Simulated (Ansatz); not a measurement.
AgTi2CO2 in space group P-3m1 (No. 164; O on 2d, Ti on 2d, C on 1a, Ag on 1b) under volume change, r²SCAN+D4 (plane waves, PAW; program Ansatz), shape and atoms relaxed at each volume.

```
V (Å³/atom)  E − E(relaxed) (meV/atom)  P (GPa)
-----------  -------------------------  -------
11.668                            11.5     3.72
12.053                             4.9     2.10
12.437                             1.2     1.02
12.822                             0.0     0.00
13.207                             1.1    -0.81
13.591                             3.8    -1.37
13.976                             7.4    -1.67
```

### Question
What does a third-order Birch–Murnaghan fit give for V₀, B₀ and B′?

### Answer
V₀ = 12.81 Å³/atom, B₀ = 27.9 GPa, B′ = 7.7.

The cell is a constructed one: a structure type filled with these elements; neither database checked (COD, Materials Project) lists it. Its standing as an ambient phase is unchecked. The r²SCAN+D4 relaxation kept the symmetry of its start; its stability against distortions is not shown here. No spin polarisation was allowed.

Potentials: the later of the program's two PAW sets.
